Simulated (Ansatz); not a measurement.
MgH2:
```xyz
6
Lattice="4.4765 0.0000 0.0000 0.0000 4.4765 0.0000 0.0000 0.0000 3.0077" Properties=species:S:1:pos:R:3 pbc="T T T"
Mg     2.2383     2.2383     1.5039
Mg     0.0000     0.0000     0.0000
H      3.1134     3.1134     0.0000
H      1.3631     1.3631     0.0000
H      3.6014     0.8751     1.5039
H      0.8751     3.6014     1.5039
```

Relaxed with PBEsol. Special points in fractions of this cell's reciprocal vectors: Γ (0.000, 0.000, 0.000); X (0.000, 0.500, 0.000); M (0.500, 0.500, 0.000); Z (0.000, 0.000, 0.500); R (0.000, 0.500, 0.500); A (0.500, 0.500, 0.500).

**Question.** List the band energies nearest the valence-band maximum at these points for the program Ansatz at the PBEsol level (PAW).

**Answer.** In eV from the valence-band maximum; about four levels below and three above (degenerate sets whole), none deeper than 8.9 eV; points with the same levels are listed once.

```csv
k,below,above
Γ,-6.67 -1.52 -1.52 -0.47,4.40 4.95 9.06 9.06
X,-5.01 -5.01 -0.54 -0.54,5.13 5.13 9.96 9.96
M,-3.89 -3.89 -2.89 -2.89,9.01 9.01 9.11 9.11
Z,-3.19 -3.19 -0.10 -0.10,6.21 6.21 6.57 6.57
R,-2.40 -2.40 -1.19 -1.19,5.00 5.00 6.64 6.64
A,-1.97 -1.97 -1.03 -1.03,3.66 3.66 3.86 3.86
```

Space group P4_2/mnm (rutile). The cell was relaxed with PBEsol under the symmetry of its start; phonons on a q-mesh show no instability.

Potentials: the later of the program's two PAW sets.
